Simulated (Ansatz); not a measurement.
VN (NiAs type, P6_3/mmc), plane-wave PAW PBE (Ansatz code), all energies at zero smearing, with the estimated change up to a 700 eV cutoff added, with one set of potentials and settings (totals compare only within such a set). Cell of 4 atoms (2 V, 2 N): -6597.057 eV.

| element | reference phase | E (eV/atom) |
|---|---|---|
| V | Im-3m, 1 atoms in the cell | -2912.4140 |
| N | Pa-3, 8 atoms in the cell | -384.0325 |

Formation energy per atom, worked out: (-6597.057 − 2×(-2912.4140) − 2×(-384.0325))/4 = -1.041 eV/atom (-100 kJ per mol of atoms), at 0 K, without zero-point energy or fitted corrections.

The workflow started from a Materials Project entry (that database holds measured and hypothetical structures alike); the Crystallography Open Database copy checked does not list it. It is not the phase usual at ambient conditions (space group No. 225). The cell was relaxed with PBE under the symmetry of its start; phonons on a q-mesh show no instability. No spin polarisation was allowed. The references are the lowest solids computed at this level, not always the standard phases (solids in place of the gases).

Potentials: the later of the program's two PAW sets.
